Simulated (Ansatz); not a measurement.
Input and command of a plane-wave DFT calculation in Ansatz:

```yaml
crystal:
  lattice:
    - [0.0, 2.03, 2.1315]
    - [2.03, 0.0, 2.1315]
    - [2.03, 2.03, 0.0]
  atoms:
    - { symbol: Ti, position: [0.0, 0.0, 0.0] }
basis:
  ecutwfc: 420
kpoints:
  mp_grid: { grid: [20, 20, 20] }
hamiltonian:
  xc: pbesol
scf:
  occupations: { method: gaussian, width: 0.15 }
output:
  forces: true
  stress: true
  eigenvalues: true
```

```bash
ansatz run input.yaml --threads 1 --pin off --max-ram 2560MiB --backend cpu --events-out ev --progress --plain --runs-dir out
```

Processor: Intel(R) Xeon(R) Processor @ 2.50GHz (Skylake/Cascade Lake), 1 thread, on a host shared with other jobs.

Q: How long does it run, and how much memory does it take?

A: About 13 s on 1 thread of Intel(R) Xeon(R) Processor @ 2.50GHz (Skylake/Cascade Lake), on a shared host, peak memory 0.42 GiB. It solves 10 bands at 641 k points (the mesh reduced by symmetry) with about 331 plane waves, in 6 SCF iterations.
